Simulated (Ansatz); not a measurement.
Sb:
```cif
data_Sb6
_chemical_formula_sum 'Sb6'
_space_group_name_H-M_alt 'R-3m :H'
_space_group_IT_number 166
_space_group_name_Hall '-R 3 2"'
_cell_length_a 4.34173
_cell_length_b 4.34173
_cell_length_c 11.60749
_cell_angle_alpha 90.000
_cell_angle_beta 90.000
_cell_angle_gamma 120.000
loop_
_atom_site_label
_atom_site_type_symbol
_atom_site_symmetry_multiplicity
_atom_site_Wyckoff_symbol
_atom_site_fract_x
_atom_site_fract_y
_atom_site_fract_z
_atom_site_occupancy
Sb1 Sb 6 c 0.00000 0.00000 0.23134 1
```
(The calculation used a cell of 2 atoms; values per cell refer to that cell.)

Relaxed with r²SCAN.

Problem. Which orbitals make up the states near the Fermi level in plane-wave PAW r²SCAN (Ansatz code)?

Solution. Within 0.5 eV of the Fermi level: Sb 5p 80 %, Sb 5s 16 %. Projections are on Löwdin-orthogonalised atomic valence shells; empty p or d shells of many metals are not among them.

Problem. Tabulate the density of states.

Solution. States/eV per cell of 2 atoms, in 0.25 eV bins, energy from the Fermi level.

| E (eV) | total | Sb 5p | Sb 5s |
|---|---|---|---|
| -7.85 | 0.42 | 0.09 | 0.32 |
| -7.60 | 0.33 | 0.08 | 0.26 |
| -7.35 | 0.27 | 0.06 | 0.21 |
| -7.10 | 0.21 | 0.05 | 0.16 |
| -6.85 | 0.17 | 0.04 | 0.13 |
| -6.60 | 0.13 | 0.03 | 0.10 |
| -6.35 | 0.10 | 0.02 | 0.08 |
| -6.10 | 0.08 | 0.01 | 0.06 |
| -5.85 | 0.06 | 0.01 | 0.05 |
| -5.60 | 0.12 | 0.09 | 0.04 |
| -5.35 | 0.73 | 0.68 | 0.05 |
| -5.10 | 0.89 | 0.85 | 0.03 |
| -4.85 | 0.82 | 0.79 | 0.03 |
| -4.60 | 0.91 | 0.87 | 0.04 |
| -4.35 | 1.02 | 0.97 | 0.04 |
| -4.10 | 1.17 | 1.12 | 0.05 |
| -3.85 | 1.48 | 1.41 | 0.06 |
| -3.60 | 1.56 | 1.48 | 0.07 |
| -3.35 | 1.54 | 1.45 | 0.08 |
| -3.10 | 1.54 | 1.44 | 0.08 |
| -2.85 | 1.54 | 1.43 | 0.09 |
| -2.60 | 1.57 | 1.46 | 0.10 |
| -2.35 | 1.60 | 1.46 | 0.11 |
| -2.10 | 1.63 | 1.48 | 0.12 |
| -1.85 | 1.33 | 1.19 | 0.12 |
| -1.60 | 1.12 | 0.97 | 0.13 |
| -1.35 | 1.06 | 0.91 | 0.14 |
| -1.10 | 0.85 | 0.72 | 0.12 |
| -0.85 | 0.68 | 0.57 | 0.10 |
| -0.60 | 0.49 | 0.40 | 0.08 |
| -0.35 | 0.33 | 0.26 | 0.06 |
| -0.10 | 0.07 | 0.05 | 0.01 |
| 0.15 | 0.16 | 0.12 | 0.03 |
| 0.40 | 0.82 | 0.67 | 0.12 |
| 0.65 | 1.59 | 1.33 | 0.20 |
| 0.90 | 1.68 | 1.43 | 0.19 |
| 1.15 | 1.38 | 1.18 | 0.14 |
| 1.40 | 1.27 | 1.09 | 0.12 |
| 1.65 | 1.34 | 1.13 | 0.11 |
| 1.90 | 1.76 | 1.35 | 0.11 |
| 2.15 | 1.99 | 1.51 | 0.11 |
| 2.40 | 1.23 | 1.01 | 0.07 |
| 2.65 | 1.16 | 1.00 | 0.05 |
| 2.90 | 1.16 | 0.98 | 0.05 |
| 3.15 | 1.28 | 1.03 | 0.04 |
| 3.40 | 1.43 | 1.06 | 0.04 |
| 3.65 | 1.19 | 0.89 | 0.03 |
| 3.90 | 0.92 | 0.71 | 0.03 |
| 4.15 | 0.79 | 0.61 | 0.02 |
| 4.40 | 1.04 | 0.57 | 0.02 |
| 4.65 | 1.51 | 0.60 | 0.02 |

Symmetry was held in the r²SCAN relaxation. Spin–orbit coupling is left out wherever it is not named.

Potentials: the later of the program's two PAW sets.
